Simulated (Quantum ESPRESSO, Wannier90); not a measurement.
## IrO2 (rutile), plane waves to Wannier functions

```
IrO2
1.0
    4.50531     0.00000     0.00000
    0.00000     4.50531     0.00000
    0.00000     0.00000     3.17671
Ir O
2 4
Direct
  0.50000   0.50000   0.50000
  0.00000   0.00000   0.00000
  0.69134   0.69134   0.00000
  0.30866   0.30866   0.00000
  0.80866   0.19134   0.50000
  0.19134   0.80866   0.50000
```

Materials Project entry mp-2723; symmetrised, unrelaxed at this level. COD (Crystallography Open Database) has an entry of this formula and space group (matched by these alone). Computed values, not measurements, from PBEsol: Quantum ESPRESSO (norm-conserving PseudoDojo potentials, cutoff 68 Ry, no spin polarisation, no spin-orbit coupling) on a Γ-centred 6×6×8 mesh, then Wannier90. Density: 8×8×10 mesh, cold smearing 0.01 Ry. Spin-orbit coupling is left out although heavy elements are present.

Base run: 22 functions from bands 13-50 of the 50 computed, start hydrogen-like Ir: d; O: p, centres 0.05 Å off the atoms, frozen window up to 1.50 eV relative to the Fermi level, outer window open. One setting was then changed (edges relative to the Fermi level; misfit to pw.x on a path, for states up to 1.0 eV relative to the Fermi level).

```tsv
run	Ω_I (Å²)	rms misfit (meV)	worst (meV)
base	17.75	0.3	4.4
changed	13.99	1050	2569
```

Question: Which change was made?
A. only the lowest 24 of the kept bands
B. outer window to 10.01 eV
C. no frozen window

Answer: C, no frozen window. The others give:

```tsv
run	Ω_I (Å²)	rms misfit (meV)	worst (meV)
outer window to 10.01 eV	18.13	0.2	2.4
only the lowest 24 of the kept bands	18.30	0.2	2.5
```
